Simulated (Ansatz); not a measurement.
# SrTiO$_{3}$: computed property card

SrTiO3:
```
CELL_PARAMETERS angstrom
     -2.71555     2.71555     3.87115
      2.71555    -2.71555     3.87115
      2.71555     2.71555    -3.87115
ATOMIC_POSITIONS crystal
  Sr 0.75000 0.25000 0.50000
  Sr 0.25000 0.75000 0.50000
  Ti 0.00000 0.00000 0.00000
  Ti 0.50000 0.50000 0.00000
  O  0.77742 0.27742 0.05483
  O  0.22258 0.72258 0.94517
  O  0.27742 0.22258 0.50000
  O  0.72258 0.77742 0.50000
  O  0.75000 0.75000 0.00000
  O  0.25000 0.25000 0.00000
```

Space group I4/mcm (No. 140); conventional cell a = 5.431 Å, b = 5.431 Å, c = 7.742 Å, α = 90.00°, β = 90.00°, γ = 90.00°.

Method: DFT-LDA in the program Ansatz with PAW potentials. Geometry: relaxed at this level of theory. Other levels are named where they apply.

Cell and energy:

Volume per atom: 11.42 Å³
Density: 5.34 g/cm³
Formation energy from the elements (no fitted shifts): -3.37 eV/atom

Electronic structure:

- Band gap: 2.00 eV (smallest direct gap 2.01 eV)
- Valence-band maximum: on the Γ–X line, 32 % of the way from Γ
- Conduction-band minimum: at Γ
- Electron effective mass, band 1 of 2 at the edge: 0.89 along x, 0.41 along z (mₑ)
- Electron effective mass, band 2 of 2 at the edge: 0.66 along x, 0.41 along z (mₑ)

Mechanics:

- Bulk modulus (Birch–Murnaghan fit): 197 GPa
- Pressure derivative B′: 4.2
- Elastic constants (relaxed ions, GPa): C11 = 341, C12 = 104, C13 = 130, C33 = 375, C44 = 87.4, C66 = 132
- Mechanical stability: stable (all eigenvalues of C positive)
- Hill bulk and shear moduli: 198 and 106 GPa
- Young's modulus: 270 GPa
- Poisson's ratio: 0.27
- Debye temperature from the elastic constants: 656 K

Dielectric response:

Electronic dielectric constant ε∞ (DFPT): 6.31 (xx = yy), 6.35 (zz)
Static dielectric constant ε0 (ions relaxed, cell fixed): 830 (xx = yy), 641 (zz)
Born charges (a third of the trace): Sr +2.53, Ti +7.27, O -3.27 to -3.26 e

Phonons:

- Highest zone-centre frequency (without LO–TO term): 844 cm^-1
- Zone-centre stability: no imaginary mode at Γ
- Dynamical stability on the path: stable (no imaginary branch)
- Zero-point energy: 60.3 meV/atom
- Vibrational entropy at 300 K: 21.6 J/(K·mol of atoms)

The workflow started from a Materials Project entry (that database holds measured and hypothetical structures alike); the Crystallography Open Database files this formula in space group No. 140, but the cells were not matched. It is not the phase usual at ambient conditions (space group No. 221). The LDA relaxation kept the symmetry of its start. The run is not spin-polarised. The references are the lowest solids computed at this level, not always the standard phases (solids in place of the gases). Scalar-relativistic: spin–orbit coupling is off unless named, which matters more the heavier the elements.

Potentials: the later of the program's two PAW sets.
